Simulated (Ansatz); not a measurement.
Input:

MgCdTe$_{2}$:
```xyz
8
Lattice="-3.1909 3.1909 6.3999 3.1909 -3.1909 6.3999 3.1909 3.1909 -6.3999" Properties=species:S:1:pos:R:3 pbc="T T T"
Mg     0.0000     3.1909     3.2000
Mg     0.0000     0.0000     0.0000
Cd     3.1909     0.0000     3.2000
Cd     0.0000     0.0000     6.3999
Te     1.5954     1.6151     4.7999
Te     1.6151    -1.5954     7.9999
Te     1.5954     1.5758    -1.6000
Te     1.5758     4.7863     1.6000
```

This is the LDA-relaxed structure.

Task: All from LDA (plane waves, PAW; program Ansatz), unless another level is named. Predict the bulk modulus (Birch–Murnaghan fit).

Result: 420 kbar.

Task: Give the highest zone-centre frequency (without LO–TO term).

Result: 263 cm⁻¹.

Space group I-42d (chalcopyrite). The workflow started from a Materials Project entry (that database holds measured and hypothetical structures alike); the Crystallography Open Database copy checked does not list it. Whether it is the stable phase at ambient conditions was not checked. The LDA relaxation kept the symmetry of its start; of distortions, only those at the zone centre were tested. Scalar-relativistic: spin–orbit coupling is off unless named, which matters more the heavier the elements.

Potentials: the later of the program's two PAW sets.
